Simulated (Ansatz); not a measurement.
SnGe (wurtzite, P6_3mc), PBE (plane waves, PAW; program Ansatz), all energies at zero smearing, with the estimated change up to a 700 eV cutoff added, with one set of potentials and settings (totals compare only within such a set). Cell of 4 atoms (2 Sn, 2 Ge): -20638.218 eV.

```
element             reference phase  E (eV/atom)
-------  --------------------------  -----------
Sn       Fd-3m, 2 atoms in the cell   -6024.2128
Ge       Fd-3m, 2 atoms in the cell   -4294.9847
```

Formation energy per atom, worked out: (-20638.218 − 2×(-6024.2128) − 2×(-4294.9847))/4 = 0.044 eV/atom (4 kJ per mol of atoms), at 0 K, without zero-point energy or fitted corrections.

The cell is a constructed one: a structure type filled with these elements; neither database checked (COD, Materials Project) lists it. Its standing as an ambient phase is unchecked. The PBE relaxation kept the symmetry of its start; whether a distortion lowers the energy is not shown. The references are the lowest solids computed at this level, not always the standard phases. Scalar-relativistic: spin–orbit coupling is off unless named, which matters more the heavier the elements.

Potentials: the later of the program's two PAW sets.
